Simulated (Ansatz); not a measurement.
**ZrOs under pressure**

Theory: DFT LDA, scalar-relativistic, plane waves, PAW (Ansatz 0.2.0). Cutoff 420 eV, 14×14×14 k-points (Γ-centred), Fermi-Dirac smearing of 0.15 eV. No spin polarisation. Phonons by linear response, acoustic sum rule imposed.

Equilibrium structure at this level:
```cif
data_structure
_symmetry_space_group_name_H-M 'Pm-3m'
_symmetry_Int_Tables_number 221
_cell_length_a 3.2260
_cell_length_b 3.2260
_cell_length_c 3.2260
_cell_angle_alpha 90.000
_cell_angle_beta 90.000
_cell_angle_gamma 90.000
_cell_volume 33.57
loop_
_atom_site_label
_atom_site_type_symbol
_atom_site_symmetry_multiplicity
_atom_site_Wyckoff_symbol
_atom_site_fract_x
_atom_site_fract_y
_atom_site_fract_z
_atom_site_occupancy
Zr1 Zr 1 b 0.50000 0.50000 0.50000 1
Os1 Os 1 a 0.00000 0.00000 0.00000 1
```

In a metal, frequencies and elastic constants depend on the k mesh and the smearing, soft modes and shear constants most. Spin–orbit coupling is left out, which can shift energies with elements as heavy as these.

Optical modes at Γ (cm⁻¹) at zero pressure: 188.

Under hydrostatic pressure the same modes lie at 192 cm⁻¹. What is the pressure, and how much has the cell shrunk?

## Answers

2 GPa; the volume is 0.8 % smaller.